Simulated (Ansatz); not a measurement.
IrW:
```
IrW
1.0
    2.74779     0.00000     0.00000
    0.00000     2.74779     0.00000
    0.00000     0.00000     3.89790
Ir W
1 1
Direct
  0.00000   0.00000   0.00000
  0.50000   0.50000   0.50000
```

Relaxed with PBEsol. Special points in fractions of this cell's reciprocal vectors: Γ (0.000, 0.000, 0.000); X (0.000, 0.500, 0.000); M (0.500, 0.500, 0.000); Z (0.000, 0.000, 0.500); R (0.000, 0.500, 0.500); A (0.500, 0.500, 0.500).

**Question.** List the band energies nearest the Fermi level at these points for the program Ansatz at the PBEsol level (PAW).

**Answer.** In eV from the Fermi level; about four levels below and three above (degenerate sets whole), none deeper than 8.9 eV; … stands for higher levels left out; points with the same levels are listed once.

```csv
k,below,above
Γ,-2.68 -2.68 -2.14 -0.20,0.63 2.51 …
X,-3.04 -2.58 -2.06 -1.12,0.53 2.19 3.12
M,-7.09 -6.98 -6.30 -6.30,1.69 1.97 2.55 2.55
Z,-2.73 -1.53 -1.53 -0.61,0.04 1.30 1.30
R,-2.95 -2.65 -1.71 -0.19,0.30 1.81 3.08
A,-4.20 -4.20 -2.99 -2.99 -1.69,1.19 1.70 6.29
```

Space group P4/mmm (L1₀ or tetragonal B2). The start of the workflow was typed in or built on a structure type; neither database checked (COD, Materials Project) lists it. COD files the formula under space group No. 51. Its standing as an ambient phase is unchecked. The cell was relaxed with PBEsol under the symmetry of its start; its stability against distortions is not shown here. The run is not spin-polarised. Scalar-relativistic: spin–orbit coupling is off unless named, which matters more the heavier the elements.

Potentials: the earlier of the program's two PAW sets. The files were generated under PBE; for other functionals the program regenerates the frozen cores, and for LDA and PBEsol the local potential too.
